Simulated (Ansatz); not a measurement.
SnSeS in space group P3m1 (No. 156; Sn on 1b, Se on 1a, S on 1c) at seven volumes, plane-wave PAW r²SCAN+D4 (Ansatz code), shape and atoms relaxed at each. One row is withheld.

```csv
V (Å³/atom),P (GPa)
22.657,3.50
23.404,1.96
24.151,?
24.898,0.00
25.645,-0.53
26.391,-0.89
27.138,-1.07
```

### Question
Fit the shown pressures and predict the withheld one.

### Answer
Third-order Birch–Murnaghan: P = (3/2)B₀(x^(7/2) − x^(5/2))[1 + (3/4)(B′ − 4)(x − 1)] with x = (V₀/V)^(2/3). Least squares on the six rows gives V₀ = 24.909 Å³/atom, B₀ = 22.09 GPa, B′ = 11.86. At V = 24.151, x = 1.0208 and P = 0.82 GPa. The run itself gave 0.82 GPa.

The first step of the workflow began from a Materials Project structure, measured or hypothetical; the Crystallography Open Database copy checked does not list it. With Se and S taken as one species the cell has the higher symmetry P-3m1, so it may be an ordered model of a mixed-site phase. Its standing as an ambient phase is unchecked. The cell was relaxed with r²SCAN+D4 under the symmetry of its start; whether a distortion lowers the energy is not shown. Spin–orbit coupling is left out wherever it is not named.

Potentials: the later of the program's two PAW sets.
